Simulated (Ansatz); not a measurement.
## From three elastic constants to directional properties of Si

Level of theory: DFT LDA, scalar-relativistic, plane waves, PAW in Ansatz 0.2.0. Settings: 420 eV plane-wave cutoff, Γ-centred 12×12×12 mesh, fixed occupations. No spin polarisation.

The cell, relaxed at this level:
```cif
data_structure
_symmetry_space_group_name_H-M 'P 1'
_symmetry_Int_Tables_number 1
_cell_length_a 3.8198
_cell_length_b 3.8198
_cell_length_c 3.8198
_cell_angle_alpha 60.000
_cell_angle_beta 60.000
_cell_angle_gamma 60.000
_cell_volume 39.41
loop_
_atom_site_label
_atom_site_type_symbol
_atom_site_fract_x
_atom_site_fract_y
_atom_site_fract_z
_atom_site_occupancy
Si1 Si 0.75000 0.75000 0.75000 1
Si2 Si 0.50000 0.50000 0.50000 1
```

With ions relaxed, on the cubic axes: C11 = 160.9, C12 = 64.3, C44 = 75.5 GPa. The density is 2.367 g/cm³.

Problem. Is the crystal stable against strain, and how anisotropic is it?

Solution. Born's conditions hold: C11 + 2C12 = 289.5, C11 − C12 = 96.6 and C44 = 75.5 GPa are all positive. B = (C11 + 2C12)/3 = 96.5 GPa. The two shear moduli are C44 and C′ = (C11 − C12)/2 = 48.3 GPa, so Zener's ratio is A = C44/C′ = 1.56: the tetragonal shear C′ is the soft one, as in many fcc and bcc metals and zincblende crystals. The Cauchy pressure C12 − C44 is -11.2 GPa; it would vanish for pair forces between atoms on inversion centres at zero pressure, and a negative value is usual with directional bonding, though many-body forces give one in some ionic oxides too.

Problem. Give the sound speeds along the three symmetry directions.

Solution. The Christoffel equation gives ρv² for each branch:
```
direction branch                    ρv²    GPa v (m/s)
    [100]              L                    C11  160.9     8245
    [100]         T (×2) C44   75.5     5647
    [110]              L   (C11 + C12 + 2C44)/2  188.1     8915
    [110]   T, u ∥ [001]                    C44   75.5     5647
    [110]  T, u ∥ [1-10]          (C11 − C12)/2   48.3     4518
    [111]              L  (C11 + 2C12 + 4C44)/3  197.1     9127
    [111]         T (×2) (C11 − C12 + C44)/3   57.4     4923
```

Problem. How does Young's modulus depend on direction?

Solution. Inverting gives S11 = 8.052, S12 = -2.299, S44 = 13.249 TPa⁻¹. Along a unit vector (l, m, n), 1/E = S11 − 2(S11 − S12 − S44/2)(l²m² + m²n² + n²l²), where the last bracket is 0, 1/4 and 1/3 for [100], [110] and [111]: E = 124, 162 and 180 GPa. With A > 1 the body diagonal is stiffest. For a film on (001), the biaxial modulus is C11 + C12 − 2C12²/C11 = 174 GPa and the normal strain is −2C12/C11 = -0.80 times the in-plane one.

Cost: 2 runs of about 3.2 core-minutes in all, on Arm Neoverse V1 (shared hosts).